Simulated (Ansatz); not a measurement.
GeSe₂:
```
GeSe2
1.0
   -2.89530     2.89530     4.80094
    2.89530    -2.89530     4.80094
    2.89530     2.89530    -4.80094
Ge Se
2 4
Direct
  0.75000   0.25000   0.50000
  0.00000   0.00000   0.00000
  0.62438   0.62500   0.49938
  0.37500   0.87438   0.99938
  0.12562   0.12500   0.50062
  0.87500   0.37562   0.00062
```

Relaxed with PBEsol.

Question: Give the Bader charges and basin volumes of the independent atoms, plane-wave PAW PBEsol (Ansatz code).

Answer: 

```
atom  Bader charge (e)  Bader volume (Å³)
----  ----------------  -----------------
Ge1              +0.90               16.3
Se3              -0.45               32.1
```

Space group I-42d. The workflow started from a Materials Project entry (that database holds measured and hypothetical structures alike); the Crystallography Open Database copy checked does not list it. Whether it is the stable phase at ambient conditions was not checked. Symmetry was held in the PBEsol relaxation; its stability against distortions is not shown here.

Potentials: the later of the program's two PAW sets.
